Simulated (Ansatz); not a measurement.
# ZnS with Se replacing S: a run for the field gradients

```yaml
crystal:
  lattice:
    - [5.73405, 3.310555311, 0.0]
    - [-5.73405, 3.310555311, 0.0]
    - [0.0, 0.0, 12.52]
  atoms:
    - { symbol: Zn, position: [0.0, 0.0, 0.0] }
    - { symbol: Zn, position: [0.3333333333, 0.6666666667, 0.0] }
    - { symbol: Zn, position: [0.6666666667, 0.3333333333, 0.0] }
    - { symbol: Zn, position: [0.0, 0.0, 0.5] }
    - { symbol: Zn, position: [0.3333333333, 0.6666666667, 0.5] }
    - { symbol: Zn, position: [0.6666666667, 0.3333333333, 0.5] }
    - { symbol: Zn, position: [0.3333333333, 0.3333333334, 0.25] }
    - { symbol: Zn, position: [0.6666666667, 0.0, 0.25] }
    - { symbol: Zn, position: [0.0, 0.6666666667, 0.25] }
    - { symbol: Zn, position: [0.3333333333, 1.0, 0.75] }
    - { symbol: Zn, position: [0.6666666667, 0.6666666666, 0.75] }
    - { symbol: Zn, position: [0.0, 0.3333333333, 0.75] }
    - { symbol: S, position: [0.0, 0.0, 0.1875] }
    - { symbol: S, position: [0.3333333333, 0.6666666667, 0.1875] }
    - { symbol: S, position: [0.6666666667, 0.3333333333, 0.1875] }
    - { symbol: S, position: [0.0, 0.0, 0.6875] }
    - { symbol: S, position: [0.3333333333, 0.6666666667, 0.6875] }
    - { symbol: S, position: [0.6666666667, 0.3333333333, 0.6875] }
    - { symbol: Se, position: [0.3333333333, 0.3333333334, 0.4375] }
    - { symbol: S, position: [0.6666666667, 0.0, 0.4375] }
    - { symbol: S, position: [0.0, 0.6666666667, 0.4375] }
    - { symbol: S, position: [0.3333333333, 1.0, 0.9375] }
    - { symbol: S, position: [0.6666666667, 0.6666666666, 0.9375] }
    - { symbol: S, position: [0.0, 0.3333333333, 0.9375] }
kpoints:
  mp_grid: { grid: [3, 3, 2] }
scf:
  occupations: { method: fermi_dirac, width: 0.01 }
  NELM: 0.3
  max_iter: 60
hamiltonian:
  xc: pbe
  pseudopotentials: { kind: paw }
output:
  forces: true
  stress: true
  populations: true
  efg:
    quadrupole_moments_barn: { Zn: 0.122, S: -0.0694 }
    contact_densities: true
```

```sh
ansatz run input.yaml --threads 1 --pin off --max-ram 3072MiB --backend cpu --events-out ev --progress --plain --runs-dir out
```

(1) What happens when this input is run?

## Answers

(1) The input was rejected before any iteration. The input holds a keyword of another program. The program says:

```
Error: YAML parse error: error: line 35 column 3: unknown field `NELM`, expected one of max_iter, algorithm, n_extra_bands, self_checks, convergence, lower_state_search, omitted_lower_state_checks, lower_solution_reach, mixing, occupations, eigensolver, initial_density, exx
  --> <input>:35:3
   |
33 | scf:
34 |   occupations: { method: fermi_dirac, width: 0.01 }
35 |   NELM: 0.3
   |   ^ unknown field `NELM`, expected one of max_iter, algorithm, n_extra_bands, self_checks, convergence, lower_state_search, omitted_lower_state_checks, lower_solution_reach, mixing, occupations, eigensolver, initial_density, exx
36 |   max_iter: 60
37 | hamiltonian:
   |
```

Against a sound input the change was `scf.NELM`: not typed → 0.3; `scf.max_iter`: not typed → 60.

With the sound settings the run converges and gives V_zz (10²¹ V/m²) Zn1 0.20 (η 0.06), Zn4 -0.97 (η 0.27), Zn7 -0.89 (η 0.00), Zn8 0.027 (η 0.00), Zn10 -0.028 (η 0.12), S13 -0.13 (η 0.88), among others; a site carries the number of its first atom in the input. The defect repeats with the cell of 24 atoms, so it feels its images: sites between two images don't show the values beside a lone defect, and zeros or small values of η there can come from the images' arrangement. S and Zn carry a gradient in the pure host already, so the values there aren't the defect's effect alone. The neighbours have not yet relaxed around the defect (largest force 0.79 eV/Å), so a real crystal will differ.
